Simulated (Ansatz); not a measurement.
HfScTaN3:
```cif
data_HfN3ScTa
_chemical_formula_sum 'Hf1 Sc1 Ta1 N3'
_space_group_name_H-M_alt 'P 1'
_space_group_IT_number 1
_cell_length_a 3.14211
_cell_length_b 3.14211
_cell_length_c 7.66829
_cell_angle_alpha 90.000
_cell_angle_beta 90.000
_cell_angle_gamma 120.000
loop_
_space_group_symop_operation_xyz
  'x, y, z'
loop_
_atom_site_label
_atom_site_type_symbol
_atom_site_fract_x
_atom_site_fract_y
_atom_site_fract_z
_atom_site_occupancy
Hf1 Hf 0.00000 0.00000 0.99632 1
Sc1 Sc 0.33333 0.66667 0.33791 1
Ta1 Ta 0.66667 0.33333 0.66713 1
N1 N 0.66667 0.33333 0.16459 1
N2 N 0.00000 0.00000 0.50543 1
N3 N 0.33333 0.66667 0.82862 1
```

Relaxed with PBEsol in the plane-wave PAW code Ansatz. Indices refer to the conventional cell of P3m1, a = 3.142 Å, b = 3.142 Å, c = 7.668 Å, α = 90.00°, β = 90.00°, γ = 120.00°.

Question: Simulate the powder diffraction pattern (Co Kα, λ = 1.79026 Å; lines above 1 %) up to 2θ = 90°.

Answer: Simulated powder pattern, Co Kα, λ = 1.79026 Å (kinematic, ideal powder, no thermal factors, no anomalous dispersion; the 30 strongest lines at most, above 1 %, up to 2θ = 90°):

```tsv
2θ (°)	d (Å)	I/Imax (%)	hkl
13.41	7.668	55	(0001)
27.00	3.834	10	(0002)
38.41	2.721	14	(1 0 -1 0)
40.86	2.564	100	(0 1 -1 1)+(1 0 -1 1)
41.00	2.556	29	(0003)
47.58	2.219	95	(1 0 -1 2)+(0 1 -1 2)
55.67	1.917	2.2	(0004)
57.43	1.863	10	(1 0 -1 3)+(0 1 -1 3)
69.47	1.571	28	(1 1 -2 0)
69.66	1.567	30	(0 1 -1 4)+(1 0 -1 4)
71.13	1.539	6.0	(1 1 -2 1)
76.01	1.454	4.3	(1 1 -2 2)
82.28	1.361	2.0	(2 0 -2 0)
83.85	1.340	15	(2 0 -2 1)+(0 2 -2 1)
83.95	1.338	26	(1 1 -2 3)
84.13	1.336	16	(1 0 -1 5)+(0 1 -1 5)
88.55	1.282	18	(0 2 -2 2)+(2 0 -2 2)
88.92	1.278	5.2	(0006)
```

The start of the workflow was typed in or built on a structure type; neither database checked (COD, Materials Project) lists it. Its standing as an ambient phase is unchecked. The cell was relaxed with PBEsol under the symmetry of its start; its stability against distortions is not shown here. No spin polarisation was allowed. Spin–orbit coupling is left out wherever it is not named.

Potentials: the earlier of the program's two PAW sets. The files were generated under PBE; for other functionals the program regenerates the frozen cores, and for LDA and PBEsol the local potential too.
